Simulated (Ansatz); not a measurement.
ZrNbC2 in space group R-3m (No. 166; Zr on 3a, Nb on 3b, C on 6c), the program Ansatz at the PBE level (PAW), all energies at zero smearing, with the estimated change up to a 700 eV cutoff added, with one set of potentials and settings (totals compare only within such a set). Cell of 4 atoms (1 Zr, 1 Nb, 2 C): -9240.912 eV.

```json
[
 {"element": "Zr", "reference phase": "P6_3/mmc, 2 atoms in the cell", "E (eV/atom)": "-4183.8362"},
 {"element": "Nb", "reference phase": "Im-3m, 1 atoms in the cell", "E (eV/atom)": "-4552.2836"},
 {"element": "C", "reference phase": "P6_3/mmc, 4 atoms in the cell", "E (eV/atom)": "-250.9479"}
]
```

Formation energy per atom, worked out: (-9240.912 − 1×(-4183.8362) − 1×(-4552.2836) − 2×(-250.9479))/4 = -0.724 eV/atom (-70 kJ per mol of atoms), at 0 K, without zero-point energy or fitted corrections.

The workflow started from a Materials Project entry (that database holds measured and hypothetical structures alike); the Crystallography Open Database copy checked does not list it. With Zr and Nb taken as one species the cell has the higher symmetry Fm-3m, so it may be an ordered model of a mixed-site phase. Its standing as an ambient phase is unchecked. Symmetry was held in the PBE relaxation; its stability against distortions is not shown here. No spin polarisation was allowed. The references are the lowest solids computed at this level, not always the standard phases.

Potentials: the later of the program's two PAW sets.
